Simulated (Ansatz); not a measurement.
Cr$_{3}$C$_{2}$ in space group Cmcm (No. 63; Cr on 4c, Cr on 8f, C on 4c, C on 4b) at seven volumes, plane-wave PAW r²SCAN (Ansatz code), shape and atoms relaxed at each. One row is withheld.

| V (Å³/atom) | P (GPa) |
|---|---|
| 8.020 | 37.81 |
| 8.284 | 23.14 |
| 8.549 | ? |
| 8.813 | 0.00 |
| 9.077 | -9.04 |
| 9.342 | -16.71 |
| 9.606 | -23.18 |

Q: Fit the shown pressures and predict the withheld one.

A: Third-order Birch–Murnaghan: P = (3/2)B₀(x^(7/2) − x^(5/2))[1 + (3/4)(B′ − 4)(x − 1)] with x = (V₀/V)^(2/3). Least squares on the six rows gives V₀ = 8.813 Å³/atom, B₀ = 325.6 GPa, B′ = 4.42. At V = 8.549, x = 1.0205 and P = 10.59 GPa. The run itself gave 10.64 GPa.

The first step of the workflow began from a Materials Project structure, measured or hypothetical; the Crystallography Open Database copy checked does not list it. COD files the formula under space group No. 62. Whether it is the stable phase at ambient conditions was not checked. Symmetry was held in the r²SCAN relaxation; its stability against distortions is not shown here. No spin polarisation was allowed.

Potentials: the later of the program's two PAW sets.
